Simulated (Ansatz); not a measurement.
LaN in space group Pnma (No. 62; La on 4c, N on 4c), plane-wave PAW PBE (Ansatz code), all energies at zero smearing, with the estimated change up to a 700 eV cutoff added, with one set of potentials and settings (totals compare only within such a set). Cell of 8 atoms (4 La, 4 N): -26546.629 eV.

```tsv
element	reference phase	E (eV/atom)
La	P6_3/mmc, 4 atoms in the cell	-6250.0953
N	Pa-3, 8 atoms in the cell	-384.0325
```

Formation energy per atom, worked out: (-26546.629 − 4×(-6250.0953) − 4×(-384.0325))/8 = -1.265 eV/atom (-122 kJ per mol of atoms), at 0 K, without zero-point energy or fitted corrections.

The start of the workflow was typed in or built on a structure type; neither database checked (COD, Materials Project) lists it. COD files the formula under space group No. 225, so this cell is another polymorph or a model. Its standing as an ambient phase is unchecked. The cell was relaxed with PBE under the symmetry of its start; its stability against distortions is not shown here. The references are the lowest solids computed at this level, not always the standard phases (solids in place of the gases). Scalar-relativistic: spin–orbit coupling is off unless named, which matters more the heavier the elements.

Potentials: the later of the program's two PAW sets.
